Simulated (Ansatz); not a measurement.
ScSi2:
Space group P6/mmm (No. 191); a = 4.0335 Å, b = 4.0335 Å, c = 3.6156 Å, α = 90.00°, β = 90.00°, γ = 120.00°

| atom | site | symmetry | x | y | z |
|---|---|---|---|---|---|
| Sc | 1a | 6/mmm | 0.0000 | 0.0000 | 0.0000 |
| Si | 2d | -6m2 | 0.3333 | 0.6667 | 0.5000 |

Relaxed with PBE.

**Question.** Which orbitals make up the states near the Fermi level in PBE in the plane-wave PAW code Ansatz?

**Answer.** Within 0.5 eV of the Fermi level: Sc 3d 41 %, Si 3p 32 %, Si 3s 17 %, outside the projected shells 7 %. Projections are on Löwdin-orthogonalised atomic valence shells; empty p or d shells of many metals are not among them.

**Question.** Tabulate the density of states.

**Answer.** States/eV per cell of 3 atoms, in 0.25 eV bins, energy from the Fermi level.

```tsv
E (eV)	total	Sc 3d	Si 3p	Si 3s
-7.85	0.72	0.05	0.35	0.30
-7.60	0.57	0.05	0.28	0.24
-7.35	0.49	0.04	0.24	0.20
-7.10	0.43	0.04	0.22	0.17
-6.85	0.39	0.04	0.20	0.15
-6.60	0.35	0.03	0.18	0.13
-6.35	0.47	0.04	0.28	0.12
-6.10	0.60	0.05	0.40	0.11
-5.85	0.75	0.06	0.53	0.10
-5.60	0.76	0.06	0.56	0.09
-5.35	1.07	0.07	0.83	0.09
-5.10	1.28	0.10	1.02	0.09
-4.85	1.43	0.13	1.14	0.08
-4.60	1.58	0.17	1.28	0.07
-4.35	1.86	0.19	1.55	0.06
-4.10	1.55	0.17	1.30	0.04
-3.85	1.33	0.16	1.11	0.03
-3.60	1.08	0.15	0.87	0.02
-3.35	0.95	0.17	0.73	0.01
-3.10	0.94	0.19	0.69	0.01
-2.85	0.90	0.22	0.64	0.01
-2.60	1.02	0.31	0.63	0.03
-2.35	1.24	0.44	0.67	0.05
-2.10	1.33	0.51	0.69	0.06
-1.85	1.46	0.58	0.75	0.07
-1.60	1.56	0.66	0.77	0.07
-1.35	1.15	0.57	0.45	0.07
-1.10	1.25	0.65	0.43	0.10
-0.85	0.86	0.39	0.29	0.12
-0.60	1.00	0.33	0.34	0.22
-0.35	1.31	0.42	0.44	0.31
-0.10	1.69	0.66	0.56	0.29
0.15	1.92	0.84	0.63	0.26
0.40	1.57	0.77	0.44	0.20
0.65	1.67	0.87	0.44	0.19
0.90	2.03	1.14	0.42	0.20
1.15	2.57	1.58	0.46	0.19
1.40	3.05	1.86	0.48	0.23
1.65	2.96	1.97	0.47	0.21
1.90	3.56	2.63	0.47	0.15
2.15	4.13	3.04	0.49	0.19
2.40	3.75	2.71	0.39	0.24
2.65	3.09	2.09	0.42	0.25
2.90	3.52	2.24	0.52	0.32
3.15	2.78	1.52	0.53	0.29
3.40	2.54	1.17	0.63	0.23
3.65	2.59	1.00	0.75	0.19
3.90	3.08	1.09	0.94	0.21
4.15	2.57	0.84	0.75	0.19
4.40	1.83	0.51	0.56	0.13
4.65	1.38	0.34	0.45	0.12
```

The workflow started from an entry of the Crystallography Open Database (COD). Whether it is the stable phase at ambient conditions was not checked. The PBE relaxation kept the symmetry of its start; its stability against distortions is not shown here. No spin polarisation was allowed.

Potentials: the later of the program's two PAW sets.
